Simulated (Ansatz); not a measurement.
**CdF2: energy along a strain**

CdF2, Fm-3m, a = 5.388 Å (as given, not relaxed at this level: 0.0 GPa). Ansatz: r2SCAN, PAW, 500 eV, Γ-centred 8×8×8 mesh on 3 atoms, Gaussian smearing 0.05 eV; no spin polarisation. Cell vectors (Å): 0.000 2.694 2.694; 2.694 0.000 2.694; 2.694 2.694 0.000. The cell is strained by x per cent times the pattern (1 0 0 0 0 0) in the order xx yy zz yz xz xy (engineering shears), with fractional coordinates held. y is the free energy over the start, V0 = 13.035 Å³/atom. Points with a strain past 8.5 % were computed too (5) and aren't used here.

```tsv
x (%)	y (meV/atom)
-7.50	?
-3.75	11.65
0.00	0.00
3.75	10.25
7.50	39.22
```

Question: Fit y = c2 x² + c3 x³ to the other rows, get the stiffness along the pattern, and predict the missing energy.

Answer: Least squares on the rows shown. y = 0.78220 x² − 0.011387 x³. The clamped-ion stiffness p·C·p = 2 × 7.822 eV × 160.2 / 13.035 Å³ = 192 GPa, which is C11 in these axes. At x = -7.50 the fit asked for gives 48.80 meV/atom. The run gave 49.47 meV/atom, so the fit is 0.67 meV/atom too low, 1.4 % of the span of the series, against an rms of 0.09 meV/atom on the fitted rows. The row lies outside the fitted range. With a term in x⁴ added, a fit to the same known rows (none to spare) predicts 50.42 meV/atom, which misses by about as much or more on the other side: the known rows don't fix the higher terms.